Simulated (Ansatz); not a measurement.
SnSe₂ from a database structure, 3 atoms and 46 valence electrons in a cell of about 79 Å³, was run 9 times in Ansatz, each time on 1 × NVIDIA H100 80GB HBM3 with 4 threads of AMD EPYC 7R13 Processor (Zen 3), with other jobs on the host. The times are single readings and vary with the host's load.

| run | k mesh | irreducible k | cutoff (eV) | plane waves | bands | SCF iterations | wall time | peak host memory (GiB) |
| --- | --- | --- | --- | --- | --- | --- | --- | --- |
| G0W0, PBE, 235 empty bands, 120 eV | 6×6×4 | 24 | 420 | 1545 | 28 | 6 | 23 s | 1.9 |
| G0W0, PBE, 584 empty bands, 220 eV | 6×6×4 | 24 | 420 | 1545 | 28 | 6 | 61 s | 3.4 |
| G0W0, PBE, 1074 empty bands, 300 eV | 6×6×4 | 24 | 420 | 1545 | 28 | 6 | 120 s | 6.2 |
| G0W0, HSE06, 584 empty bands, 220 eV | 6×6×4 | 24 | 420 | 1545 | 28 | 15 | 98 s | 3.8 |
| G0W0, r2SCAN, 584 empty bands, 220 eV | 6×6×4 | 24 | 500 | 1985 | 28 | 6 | 50 s | 3.6 |
| G0W0, PBE0, 584 empty bands, 220 eV | 6×6×4 | 24 | 420 | 1545 | 28 | 15 | 100 s | 3.7 |
| G0W0, PBE, 584 empty bands, 220 eV, plasmon pole | 6×6×4 | 24 | 420 | 1545 | 28 | 6 | 88 s | 6.4 |
| G0W0, PBE, 128 empty bands, 80 eV | 12×12×4 | 69 | 420 | 1545 | 28 | 6 | 8.3 min | 2 |
| G0W0, PBE, 584 empty bands, 220 eV, norm-conserving | 6×6×4 | 24 | 1170 | 7223 | 28 | 8 | 5.5 min | 4.7 |

The slowest run (G0W0, PBE, 128 empty bands, 80 eV) took about 21 times as long as the quickest (G0W0, PBE, 235 empty bands, 120 eV).
